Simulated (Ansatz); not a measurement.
InP:
```xyz
12
Lattice="7.2722 0.0000 0.0000 0.0000 7.2722 0.0000 0.0000 0.0000 7.2722" Properties=species:S:1:pos:R:3 pbc="T T T"
In     1.8180     0.0000     3.6361
In     3.6361     1.8180     0.0000
In     3.6361     5.4541     0.0000
In     5.4541     0.0000     3.6361
In     0.0000     3.6361     5.4541
In     0.0000     3.6361     1.8180
P      1.8180     3.6361     0.0000
P      0.0000     1.8180     3.6361
P      0.0000     5.4541     3.6361
P      5.4541     3.6361     0.0000
P      3.6361     0.0000     5.4541
P      3.6361     0.0000     1.8180
```

Relaxed with r²SCAN. Special points in fractions of this cell's reciprocal vectors: Γ (0.000, 0.000, 0.000); X (0.000, 0.500, 0.000); M (0.500, 0.500, 0.000); R (0.500, 0.500, 0.500).

Question: List the band energies nearest the valence-band maximum at these points for r²SCAN in the plane-wave PAW code Ansatz.

Answer: In eV from the valence-band maximum; about four levels below and three above (degenerate sets whole), none deeper than 8.9 eV; points with the same levels are listed once.

```json
[
 {"k": "Γ", "below": "-1.45 -1.45 -1.45 0.00 0.00 0.00", "above": "1.07 1.67 1.67 1.67"},
 {"k": "X", "below": "-0.76 -0.76 -0.28 -0.28", "above": "1.60 1.60 2.80 2.80"},
 {"k": "M", "below": "-0.99 -0.99 -0.80 -0.32", "above": "2.32 2.32 2.80"},
 {"k": "R", "below": "-1.35 -1.35 -1.35 -1.35", "above": "3.47 3.47 3.47 3.47 3.47 3.47"}
]
```

Space group Pm-3n. The start of the workflow was typed in or built on a structure type; neither database checked (COD, Materials Project) lists it. It is not the phase usual at ambient conditions (space group No. 216). The cell was relaxed with r²SCAN under the symmetry of its start; whether a distortion lowers the energy is not shown. The volume moved by 28 % from the start of the relaxation. Scalar-relativistic: spin–orbit coupling is off unless named, which matters more the heavier the elements.

Potentials: the later of the program's two PAW sets.
